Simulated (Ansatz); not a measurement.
BaTe:
```xyz
2
Lattice="0.0000 3.4332 3.4332 3.4332 0.0000 3.4332 3.4332 3.4332 0.0000" Properties=species:S:1:pos:R:3 pbc="T T T"
Ba     0.0000     0.0000     0.0000
Te     3.4332     3.4332     3.4332
```

Relaxed with LDA. Special points in fractions of this cell's reciprocal vectors: Γ (0.000, 0.000, 0.000); X (0.500, 0.000, 0.500); U (0.625, 0.250, 0.625); K (0.375, 0.375, 0.750); L (0.500, 0.500, 0.500); W (0.500, 0.250, 0.750).

Task: List the band energies nearest the valence-band maximum at these points for the program Ansatz at the LDA level (PAW).

Result: In eV from the valence-band maximum; about four levels below and three above (degenerate sets whole), none deeper than 8.9 eV; points with the same levels are listed once.

```csv
k,below,above
Γ,0.00 0.00 0.00,2.88 2.88 2.88
X,-1.08 -0.35 -0.35,1.36 4.59 4.80
U,-1.32 -1.03 -0.78,2.47 5.03 5.24
L,-8.79 -2.38 -1.19 -1.19,4.10 4.87 5.00 5.00
W,-1.35 -0.92 -0.92,3.44 3.44 4.98
```

Space group Fm-3m (rock salt). The cell was relaxed with LDA under the symmetry of its start; of distortions, only those at the zone centre were tested. Scalar-relativistic: spin–orbit coupling is off unless named, which matters more the heavier the elements.

Potentials: the later of the program's two PAW sets.
